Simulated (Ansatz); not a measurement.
## LiMg2: pressure against volume

LiMg2, Cmcm, a = 10.459 Å, b = 4.883 Å, c = 4.875 Å. The structure is a Materials Project entry; whether it is the stable form wasn't checked. Ansatz: r2SCAN, PAW, 500 eV, Γ-centred 8×8×8 mesh on 6 atoms, Gaussian smearing 0.10 eV; no spin polarisation. Shape and atoms are relaxed at each volume; pressure is positive in compression.

| V (Å³/atom) | P (GPa) |
| --- | --- |
| 19.502 | 2.19 |
| 20.125 | 1.03 |
| 20.747 | 0.02 |
| 21.370 | -0.85 |
| 21.992 | ? |

Task: Take V0 = 20.747 Å³/atom, count pressures from its P0 = 0.02 GPa, fit the third-order Birch–Murnaghan form to the other rows, and predict the missing pressure.

Result: With the Eulerian strain f = ½[(V0/V)^(2/3) − 1] and y = (P − P0)/[3f(1 + 2f)^(5/2)], the form is the line y = B0 + 1.5 B0 (B0′ − 4) f. Rows (f, y): 0.02106, 31.0; 0.01025, 31.2; -0.00977, 31.2. Means f = 0.007180, y = 31.133; Σ(Δf)² = 0.0004894, ΣΔfΔy = -0.002776; the slope is their ratio. y = 31.17 − 5.672 f GPa, so B0 = 31.2 GPa and B0′ = 4 + 2 × (-5.672)/(3 × 31.17) = 3.88. At V = 21.992, f = -0.01905, y = 31.28 and P = -1.60 GPa. The run gave -1.61 GPa, so the fit is 0.01 GPa too high, a small miss on the scale of the series. The form still works here, 33 % of the fitted range beyond its end.

Cost: 5 runs of about 8.9 core-minutes in all, on Intel Xeon 6975P-C (Granite Rapids) (shared hosts).